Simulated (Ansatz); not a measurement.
BAs (CsCl type, space group No. 221) at seven volumes, PBEsol in the plane-wave PAW code Ansatz, scaled uniformly. One row is withheld.

```json
[
 {"V (Å³/atom)": "11.131", "P (GPa)": "12.96"},
 {"V (Å³/atom)": "11.498", "P (GPa)": "8.04"},
 {"V (Å³/atom)": "11.865", "P (GPa)": "?"},
 {"V (Å³/atom)": "12.231", "P (GPa)": "0.00"},
 {"V (Å³/atom)": "12.598", "P (GPa)": "-3.23"},
 {"V (Å³/atom)": "12.965", "P (GPa)": "-5.98"},
 {"V (Å³/atom)": "13.332", "P (GPa)": "-8.35"}
]
```

Question: Fit the shown pressures and predict the withheld one.

Answer: Third-order Birch–Murnaghan: P = (3/2)B₀(x^(7/2) − x^(5/2))[1 + (3/4)(B′ − 4)(x − 1)] with x = (V₀/V)^(2/3). Least squares on the six rows gives V₀ = 12.231 Å³/atom, B₀ = 114.8 GPa, B′ = 3.87. At V = 11.865, x = 1.0205 and P = 3.70 GPa. The run itself gave 3.64 GPa.

Space group Pm-3m (CsCl type). The start of the workflow was typed in or built on a structure type; neither database checked (COD, Materials Project) lists it. It is not the phase usual at ambient conditions (space group No. 216). The cell was relaxed with PBEsol under the symmetry of its start. At this level the phase is dynamically unstable (imaginary phonons). The volume moved by 26 % from the start of the relaxation. Its formation energy is positive at this level, so the cell may be metastable or incomplete.

Potentials: the earlier of the program's two PAW sets. The files were generated under PBE; for other functionals the program regenerates the frozen cores, and for LDA and PBEsol the local potential too.
